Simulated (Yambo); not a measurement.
Yambo run on CaS (rock salt, space group Fm-3m, No. 225). The wavefunctions are PBEsol (Quantum ESPRESSO, PseudoDojo norm-conserving, 68 Ry, without SOC) ones on a 4×4×4 mesh (8 occupied bands); a = 3.9819 Å, b = 3.9819 Å, c = 3.9819 Å, α = 60.00°, β = 60.00°, γ = 60.00°.

Yambo input:

```
rim_cut
HF_and_locXC
RandQpts= 1000000
RandGvec= 1 Ry
EXXRLvcs= 68 Ry
VXCRLvcs= 272 Ry
% QPkrange
 1 | 1 | 8 | 9 |
 3 | 3 | 8 | 9 |
 7 | 7 | 8 | 9 |
 8 | 8 | 8 | 9 |
%
```

k points by index: 1 = Γ, 3 = L, 7 = X, 8 = W.

The o-*.hf file then holds:

```
#    K-point    Band    Eo [eV]    Ehf [eV]    Vxc [eV]    Vnlxc [eV]
#
    1    8    0.000000    -3.048681    -13.07164    -16.12032
    1    9    4.075548    10.05875    -12.21813    -6.234930
    3    8    -1.240935    -4.471258    -12.57325    -15.80357
    3    9    5.114407    9.561277    -9.019960    -4.573090
    7    8    -0.844231    -4.236562    -12.64619    -16.03852
    7    9    2.158634    6.970463    -10.33243    -5.520604
    8    8    -1.644259    -5.101755    -12.18644    -15.64394
    8    9    4.780209    10.70576    -12.40539    -6.479837
```
Exchange alone, without screening.

Geometry relaxed with PBEsol.
